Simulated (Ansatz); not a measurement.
**Elastic constants of AlNi (Pm-3m), step by step**

```
CELL_PARAMETERS angstrom
2.86196 0.00000 0.00000
0.00000 2.86196 0.00000
0.00000 0.00000 2.86196
ATOMIC_POSITIONS crystal
Al 0.00000 0.00000 0.00000
Ni 0.50000 0.50000 0.50000
```

Conventional cell: a = 2.862 Å, b = 2.862 Å, c = 2.862 Å, α = 90.00°, β = 90.00°, γ = 90.00°. Al (atom 1) has 8 Ni at 2.48 Å as nearest neighbours. Around Ni (atom 2) lie 8 Al at 2.48 Å.

Level of theory, where no other is named: PBEsol, all-electron LAPW in Ansatz 0.2.0, scalar-relativistic. k mesh 16×16×16, Fermi-Dirac smearing of 0.050 eV, basis error target 1 meV/atom. The cell was relaxed by PAW under this functional.

The cell is cubic and carries a residual pressure of -0.01 GPa at this level. Each strain component that symmetry leaves independent is applied at ±0.005 and ±0.01, the ions relax wherever a strain frees them, and the stress (tension positive, GPa) is read. Shears are engineering strains, γ = 2ε.

```
strain    size      σxx      σyy      σzz      σyz     σxz     σxy
    xx   -0.01  -2.4439  -1.4317  -1.4317   0.0000  0.0000  0.0000
    xx  -0.005  -1.1865  -0.7017  -0.7017   0.0000  0.0000  0.0000
    xx  +0.005   1.1511   0.7194   0.7194   0.0000  0.0000  0.0000
    xx   +0.01   2.2273   1.4152   1.4152   0.0000  0.0000  0.0000
    yz   -0.01  -0.0073  -0.0028  -0.0028  -1.2599  0.0000  0.0000
    yz  -0.005   0.0087   0.0098   0.0098  -0.6297  0.0000  0.0000
    yz  +0.005   0.0087   0.0098   0.0098   0.6297  0.0000  0.0000
    yz   +0.01  -0.0073  -0.0028  -0.0028   1.2599  0.0000  0.0000
```

The slope is [8(σ(+δ) − σ(−δ)) − (σ(+2δ) − σ(−2δ))]/(12δ), and the program imposes the crystal's symmetry on the matrix.

Question: What are the independent elastic constants?

Answer: C11 = 233.8, C12 = 142.0, C44 = 125.9 GPa.

Question: Do they meet the Born conditions?

Answer: C11 − C12 = 91.8, C11 + 2C12 = 517.9 and C44 = 125.9 GPa must all be positive, so the crystal is elastically stable; that says nothing yet of its phonons.

Question: What moduli does a random aggregate of grains have?

Answer: B = (C11 + 2C12)/3 = 172.6 GPa. G_V = (C11 − C12 + 3C44)/5 = 93.9 and G_R = 5(C11 − C12)C44/(4C44 + 3(C11 − C12)) = 74.2, so G_H = 84.1 GPa. Then E = 9BG/(3B + G) = 216.9 GPa, ν = (3B − 2G)/(6B + 2G) = 0.291 and B/G = 2.05, on the ductile side of Pugh's 1.75 (a rule of thumb).

Question: With the density of 6.069 g/cm³, how fast does sound travel, and what Debye temperature follows?

Answer: 

| direction | slow (m/s) | middle (m/s) | fast (m/s) |
| --- | --- | --- | --- |
| [100] | 4555 | 4555 | 6207 |
| [110] | 2750 | 4555 | 7191 |
| [111] | 3458 | 3458 | 7491 |

The mean of v⁻³ over directions and branches gives v_m = 4078 m/s and θ_D = (ħ/k_B) v_m (6π²n)^(1/3) = 535 K, n being atoms per volume. Young's modulus spans 126 to 304 GPa over directions, and the universal anisotropy index is 1.33.

Question: How far do the constants move if PAW replaces LAPW in the same cell?

Answer: 

| constant | LAPW (GPa) | PAW (GPa) | difference |
| --- | --- | --- | --- |
| C11 | 233.8 | 234.4 | 0.6 |
| C12 | 142.0 | 142.7 | 0.7 |
| C44 | 125.9 | 125.9 | 0.0 |

Caveats: responses of metals move with mesh and smearing; the frozen-core PAW files of the compared runs were fitted under PBE, their cores solved anew for this functional.
